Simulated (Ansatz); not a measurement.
SiC (rock salt, Fm-3m) at seven volumes, DFT-r²SCAN in the program Ansatz with PAW potentials, scaled uniformly. One row is withheld.

```tsv
V (Å³/atom)	P (GPa)
7.435	30.85
7.681	18.59
7.926	8.37
8.171	0.00
8.416	?
8.661	-13.99
8.906	-18.90
```

Q: Fit the shown pressures and predict the withheld one.

A: P = (3/2)B₀(x^(7/2) − x^(5/2))[1 + (3/4)(B′ − 4)(x − 1)] with x = (V₀/V)^(2/3). Least squares on the six rows gives V₀ = 8.164 Å³/atom, B₀ = 266 GPa, B′ = 4.53. At V = 8.416, x = 0.9799 and P = -7.55 GPa. The run itself gave -7.58 GPa.

This is a known high-pressure phase of the composition, computed here at zero pressure and temperature. Symmetry was held in the r²SCAN relaxation; whether a distortion lowers the energy is not shown. Its formation energy is positive at this level, so the cell may be metastable or incomplete.

Potentials: the earlier of the program's two PAW sets.
